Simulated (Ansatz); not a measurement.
Input and command of a plane-wave DFT calculation in Ansatz:

```yaml
crystal:
  lattice:
    - [0.0, 5.442308761, -5.442308761]
    - [5.442308761, 5.442308761, 0.0]
    - [5.442308761, 0.0, -5.442308761]
  atoms:
    - { symbol: Zn, position: [0.003004407, -0.003677724, 0.0018473997] }
    - { symbol: Zn, position: [0.4954524313, 0.5039294873, 0.0051355458] }
    - { symbol: Zn, position: [0.4987720639, -0.003726823, 0.0018601117] }
    - { symbol: Zn, position: [0.0031117672, 0.5006376381, 0.4975396236] }
    - { symbol: Zn, position: [0.0064245791, -0.0070612371, 0.4942505813] }
    - { symbol: Zn, position: [0.4987695372, 0.500583584, 0.4975799578] }
    - { symbol: Zn, position: [0.5009116078, -0.0015544606, 0.4997277151] }
    - { symbol: S, position: [0.1327612487, 0.1167856938, 0.1186654633], spin: 0.25 }
    - { symbol: S, position: [0.1244172542, 0.6257570413, 0.1245563088], spin: 0.25 }
    - { symbol: S, position: [0.6253055851, 0.1257363368, 0.1235916174] }
    - { symbol: S, position: [0.6216467475, 0.6269935185, 0.1308474791], spin: 0.25 }
    - { symbol: S, position: [0.1248161335, 0.122900053, 0.6241233293] }
    - { symbol: S, position: [0.128970666, 0.6171982436, 0.62355762], spin: 0.25 }
    - { symbol: S, position: [0.6281785989, 0.1228594694, 0.6241418957] }
    - { symbol: S, position: [0.6253709926, 0.6223254572, 0.6269713201] }
  host:
    lattice:
      - [0.0, 2.7211543805, 2.7211543805]
      - [2.7211543805, 0.0, 2.7211543805]
      - [2.7211543805, 2.7211543805, 0.0]
    atoms:
      - { symbol: Zn, position: [0.0, 0.0, 0.0] }
      - { symbol: S, position: [0.75, 0.75, 0.75] }
total_charge: -1
basis:
  ecutwfc: 420
  xc_grid: 2
kpoints:
  mp_grid: { grid: [2, 2, 2], shift: [0.0, 0.0, 0.0] }
hamiltonian:
  xc: pbe
scf:
  occupations: { method: gaussian, width: 0.01 }
output:
  forces: true
  stress: false
  eigenvalues: true
  populations: true
  charged_corrections:
    defect_position: [0.0, 0.5, 0.0]
    epsilon: [[9.3731, 0.0, 0.0], [0.0, 9.3731, 0.0], [0.0, 0.0, 9.3731]]
  write_density: true
  write_potential: true
  elf: true
  volumetric_format: npy
magnetization:
  spin_polarized: true
relax:
  adjacent_minimum: "off"
  f_tol: 0.025
  max_steps: 45
```

```bash
ansatz run input.yaml --threads 4 --pin off --max-ram 8192MiB --backend cpu --events-out ev --progress --plain --runs-dir out
```

Processor: AMD EPYC (Zen 3), 4 threads, on a host shared with other jobs.

How long does it run, and how much memory does it take?

About 2.5 min on 4 threads of AMD EPYC (Zen 3), with other jobs on the host, peak memory 1.2 GiB. It solves 82 bands at 8 k points (the mesh reduced by the symmetry that the task leaves, which can be less than the crystal's) with about 6231 plane waves, in 47 SCF iterations over 4 ionic steps.
